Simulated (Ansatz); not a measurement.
Starting cell, SiC (wurtzite):

```
CELL_PARAMETERS angstrom
      6.18391     0.00000     0.00000
     -1.54598     2.67771     0.00000
      0.00000     0.00000     5.07427
ATOMIC_POSITIONS crystal
  Si 0.33333 0.33333 0.00052
  Si 0.83333 0.33333 0.00052
  Si 0.16667 0.66667 0.50052
  Si 0.66667 0.66667 0.50052
  C  0.33333 0.33333 0.62468
  C  0.83333 0.33333 0.62468
  C  0.16667 0.66667 0.12468
  C  0.66667 0.66667 0.12468
```

The atoms are displaced by Q × the pattern below (from a DFPT mode at M = (0.5, 0.0, 0.0), largest move 1; Q in Å), at fixed cell. (q is in reciprocal vectors of the primitive cell; the cell shown is doubled to hold the pattern.)

| atom | x | y | z |
|---|---|---|---|
| Si1 | 0.171 | 0.099 | 0.059 |
| Si2 | -0.171 | -0.099 | -0.059 |
| Si3 | 0.171 | 0.099 | -0.059 |
| Si4 | -0.171 | -0.099 | 0.059 |
| C5 | -0.291 | -0.168 | -0.942 |
| C6 | 0.291 | 0.168 | 0.942 |
| C7 | -0.291 | -0.168 | 0.942 |
| C8 | 0.291 | 0.168 | -0.942 |

These are PBE (plane waves to 420 eV, PAW, scalar-relativistic; Ansatz, a first-principles code) values and carry that method's errors. k mesh 6×12×7 (Γ-centred), Fermi-Dirac smearing 0.05 eV. Energies are smeared free energies. SiC was relaxed with its symmetry unable to fall. The zero of ΔE is the undisplaced structure.

The scan covers Q from -0.180 to 0.180 Å in 13 points.

Question: Which space group does the distorted structure have?

Answer: Pmc2_1 (No. 26), lowered from P6_3mc.

Question: What is the energy change at Q = 0.180 Å?

Answer: 1860 meV/cell.

Question: What harmonic wavenumber does the curvature at Q = 0 give?

Answer: 764 cm⁻¹.

(For displaced atoms, the force is minus the slope of the energy, and its curvature is a force constant, which sets phonon frequencies.)
